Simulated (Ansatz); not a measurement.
Geometry optimisation in Ansatz: input, command and trajectory.

```yaml
crystal:
  lattice:
    - [3.314363606, 0.0, 0.0]
    - [-1.657181803, 2.8703230802, 0.0]
    - [0.0, 0.0, 16.9918495136]
  atoms:
    - { symbol: W, position: [0.0, 0.0, 0.0] }
    - { symbol: Se, position: [0.3333333333, 0.6666666667, 0.0997031696] }
    - { symbol: Se, position: [0.3333333333, 0.6666666667, 0.9002968304] }
basis:
  ecutwfc: 500
kpoints:
  mp_grid: { grid: [12, 12, 2] }
hamiltonian:
  xc: r2scan
scf:
  occupations: { method: gaussian, width: 0.02 }
output:
  forces: true
  stress: true
  eigenvalues: true
relax:
  adjacent_minimum: "off"
  f_tol: 0.008
  max_steps: 40
```

```bash
ansatz run input.yaml --threads 1 --pin off --max-ram 2560MiB --backend cpu --events-out ev --progress --plain --runs-dir out
```

Computed with Ansatz, DFT r2SCAN, scalar-relativistic, plane waves, PAW.

Of 4 frames 4 are shown, positions in Å and forces in eV/Å; the SCF threshold varies from step to step. The mark taken_back stands on steps that the optimiser undid.

```xyz
3
Lattice="3.3144 0.0000 0.0000 -1.6572 2.8703 0.0000 0.0000 0.0000 16.9918" Properties=species:S:1:pos:R:3:forces:R:3 pbc="T T T" step=1 free_energy_over_end_meV_per_atom=6.52
W     0.0000    0.0000    0.0000    0.0000    0.0000    0.0000
Se    0.0000    1.9135    1.6941    0.0000    0.0000   -0.5806
Se    0.0000    1.9135   15.2977    0.0000    0.0000    0.5806
3
Lattice="3.3144 0.0000 0.0000 -1.6572 2.8703 0.0000 0.0000 0.0000 16.9918" Properties=species:S:1:pos:R:3:forces:R:3 pbc="T T T" step=2 free_energy_over_end_meV_per_atom=16.97 taken_back
W     0.0000    0.0000    0.0000    0.0000    0.0000    0.0000
Se    0.0000    1.9135    1.6093    0.0000    0.0000    1.0099
Se    0.0000    1.9135   15.3825    0.0000    0.0000   -1.0099
3
Lattice="3.3144 0.0000 0.0000 -1.6572 2.8703 0.0000 0.0000 0.0000 16.9918" Properties=species:S:1:pos:R:3:forces:R:3 pbc="T T T" step=3 free_energy_over_end_meV_per_atom=0.01
W     0.0000    0.0000    0.0000    0.0000    0.0000    0.0000
Se    0.0000    1.9135    1.6596    0.0000    0.0000    0.0234
Se    0.0000    1.9135   15.3322    0.0000    0.0000   -0.0234
3
Lattice="3.3144 0.0000 0.0000 -1.6572 2.8703 0.0000 0.0000 0.0000 16.9918" Properties=species:S:1:pos:R:3:forces:R:3 pbc="T T T" step=4 free_energy_over_end_meV_per_atom=0.00
W     0.0000    0.0000    0.0000    0.0000    0.0000    0.0000
Se    0.0000    1.9135    1.6609    0.0000    0.0000    0.0000
Se    0.0000    1.9135   15.3309    0.0000    0.0000    0.0000
```

Time: 3.8 min on 1 thread of Intel(R) Xeon(R) Processor @ 2.50GHz (Skylake/Cascade Lake) (shared host), peak memory 0.77 GiB.

Spin–orbit coupling is left out, which can shift energies with elements as heavy as these. The cell holds layers, and r2SCAN describes their binding at middle range but leaves out its long-range dispersion part.